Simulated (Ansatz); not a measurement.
# Lattice vibrations of CuPd at Γ at 25 GPa

These are results of Ansatz, DFT LDA, scalar-relativistic, plane waves, PAW, not measurements. Plane waves to 420 eV; Γ-centred k mesh 14×14×14; Fermi-Dirac smearing of 0.15 eV. No spin polarisation. Phonons by linear response, acoustic sum rule imposed.

The cell, relaxed at 25 GPa:
```xyz
2
Lattice="2.8391 0.0000 0.0000 0.0000 2.8391 0.0000 0.0000 0.0000 2.8391" Properties=species:S:1:pos:R:3 pbc="T T T"
Cu    0.0000    0.0000    0.0000
Pd    1.4196    1.4196    1.4196
```

In a metal, frequencies and elastic constants depend on the k mesh and the smearing, soft modes and shear constants most. Other phases may be more stable at this pressure.

Optical modes at Γ; i marks an imaginary frequency:
```csv
frequency (cm⁻¹),degeneracy
282,3
```

All 3 optical modes at Γ are real: no displacement of atoms at fixed cell lowers the energy to second order. Strains and modes at other wave vectors aren't tested by this run.

Cost: 1 run of about 0.8 core-minutes, on Arm Neoverse V1 (shared hosts).